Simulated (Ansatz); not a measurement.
Here is the system:

ScSiO:
```xyz
6
Lattice="3.2319 0.0000 0.0000 0.0000 3.2319 0.0000 0.0000 0.0000 7.4491" Properties=species:S:1:pos:R:3 pbc="T T T"
Sc     0.0000     1.6160     4.9636
Sc     1.6160     0.0000     2.4855
Si     0.0000     0.0000     0.0000
Si     1.6160     1.6160     0.0000
O      1.6160     0.0000     4.5584
O      0.0000     1.6160     2.8907
```

This is the PBEsol-relaxed structure.

Q: All from PBEsol in the plane-wave PAW code Ansatz, unless another level is named. Give the electronic character.

A: metallic (no gap).

Q: Predict the density of states at the Fermi level.

A: 0.36 states/eV per atom (mean over ±0.08 eV).

Q: What about the formation energy from the elements (no fitted shifts)?

A: -1.95 eV/atom.

Space group P4/nmm. The start of the workflow was typed in or built on a structure type; neither database checked (COD, Materials Project) lists it. Its standing as an ambient phase is unchecked. The cell was relaxed with PBEsol under the symmetry of its start; phonons show weakly imaginary modes. No spin polarisation was allowed. The references are the lowest solids computed at this level, not always the standard phases (solids in place of the gases).

Potentials: the earlier of the program's two PAW sets. The files were generated under PBE; for other functionals the program regenerates the frozen cores, and for LDA and PBEsol the local potential too.
